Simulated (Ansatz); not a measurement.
**Na₃TeCl: sound and stiffness along [100], [110] and [111]**

All numbers below come from Ansatz 0.2.0, DFT LDA, scalar-relativistic, plane waves, PAW. Cutoff 420 eV, 6×6×6 k-points (Γ-centred), fixed occupations. No spin polarisation.

The cell is fixed (symmetry leaves no force on the atoms) and stands under 0.3 GPa:
```xyz
5
Lattice="5.0095 0.0000 0.0000 0.0000 5.0095 0.0000 0.0000 0.0000 5.0095" Properties=species:S:1:pos:R:3 pbc="T T T"
Te    0.0000    0.0000    0.0000
Cl    2.5048    2.5048    2.5048
Na    2.5048    2.5048    0.0000
Na    2.5048    0.0000    2.5048
Na    0.0000    2.5048    2.5048
```

The cell is the ideal cubic antiperovskite prototype; whether it is the stable structure of this composition wasn't checked.

With ions relaxed, on the cubic axes: C11 = 68.5, C12 = 7.5, C44 = 8.3 GPa. The density is 3.065 g/cm³. Zone-centre modes weren't checked beside this run.

Question: Is the crystal stable against strain, and how anisotropic is it?

Answer: Born's conditions hold: C11 + 2C12 = 83.4, C11 − C12 = 61.0 and C44 = 8.3 GPa are all positive. B = (C11 + 2C12)/3 = 27.8 GPa. The two shear moduli are C44 and C′ = (C11 − C12)/2 = 30.5 GPa, so Zener's ratio is A = C44/C′ = 0.27: the shear C44 is the soft one, as in NaCl, KCl, the halide perovskites and the bcc metals V, Nb, Cr and Mo. The Cauchy pressure C12 − C44 is -0.8 GPa; it would vanish for pair forces between atoms on inversion centres at zero pressure, and here it is small.

Question: Give the sound speeds along the three symmetry directions.

Answer: The Christoffel equation gives ρv² for each branch:
```tsv
direction	branch	ρv²	GPa	v (m/s)
[100]	L	C11	68.5	4727
[100]	T (×2)	C44	8.3	1642
[110]	L	(C11 + C12 + 2C44)/2	46.2	3884
[110]	T, u ∥ [001]	C44	8.3	1642
[110]	T, u ∥ [1-10]	(C11 − C12)/2	30.5	3155
[111]	L	(C11 + 2C12 + 4C44)/3	38.8	3558
[111]	T (×2)	(C11 − C12 + C44)/3	23.1	2745
```

Question: How does Young's modulus depend on direction?

Answer: Inverting gives S11 = 14.921, S12 = -1.464, S44 = 121.065 TPa⁻¹. Along a unit vector (l, m, n), 1/E = S11 − 2(S11 − S12 − S44/2)(l²m² + m²n² + n²l²), where the last bracket is 0, 1/4 and 1/3 for [100], [110] and [111]: E = 67, 27 and 23 GPa. With A < 1 the cube edge is stiffest. For a film on (001), the biaxial modulus is C11 + C12 − 2C12²/C11 = 74 GPa and the normal strain is −2C12/C11 = -0.22 times the in-plane one.